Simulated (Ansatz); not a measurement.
**Fe₃Si, first-principles data**

Fe3Si:
```yaml
crystal:
  lattice:
    - [2.97751, 0.00000, 0.00000]
    - [0.00000, 2.97751, 0.00000]
    - [0.00000, 0.00000, 5.17424]
  atoms:
    - { symbol: Fe, position: [0.50000, 0.50000, 0.76193] }
    - { symbol: Fe, position: [0.50000, 0.50000, 0.23807] }
    - { symbol: Fe, position: [0.00000, 0.00000, 0.50000] }
    - { symbol: Si, position: [0.00000, 0.00000, 0.00000] }
```
The run is spin-polarised; directions of the spins, atom by atom: ↑ ↑ ↑ 0.

Space group P4/mmm (No. 123); conventional cell a = 2.9775 Å, b = 2.9775 Å, c = 5.1742 Å, α = 90.00°, β = 90.00°, γ = 90.00°.

Method: r²SCAN in the plane-wave PAW code Ansatz. Structure relaxed to zero pressure with the same functional. Other levels are named where they apply.

Cell and energy:

```
Property                                                       Value
-----------------------------------------------------  -------------
Volume per atom                                             11.47 Å³
Density                                                   7.08 g/cm³
Formation energy from the elements (no fitted shifts)  -0.14 eV/atom
```

Electronic structure:

```
Item                                                                         Value
------------------------------------  --------------------------------------------
Electronic character                                             metallic (no gap)
Density of states at the Fermi level  0.51 states/eV per atom (mean over ±0.08 eV)
```

Magnetism:

```
Quantity                   Value
--------------  ----------------
Magnetic order     ferromagnetic
Net moment      1.78 μB per atom
```

Mechanics:

```
Property                             Result
----------------------------------  -------
Bulk modulus (Birch–Murnaghan fit)  161 GPa
Pressure derivative B′                  3.8
```

Charges:

```
Item                                  Result
-------------  -----------------------------
Bader charges  Fe -0.04 to +0.14, Si -0.05 e
```

The first step of the workflow began from a Materials Project structure, measured or hypothetical; the Crystallography Open Database copy checked does not list it. COD files the formula under space group No. 225. Its standing as an ambient phase is unchecked. The r²SCAN relaxation kept the symmetry of its start; its stability against distortions is not shown here. Magnetic state: ferromagnetic, chosen from 5 collinear starts compared on coarse meshes (ties went to the first, and starts can fall back to one state), not a proven ground state. Other orbital occupations within this spin state were not tried. For itinerant 3d metals, meta-GGAs of the SCAN family and hybrids are commonly reported to give too large moments. Point labels and valley counts follow the cell and symmetry of the run, lower than the named group. The references are the lowest solids computed at this level, not always the standard phases.

Potentials: the later of the program's two PAW sets.
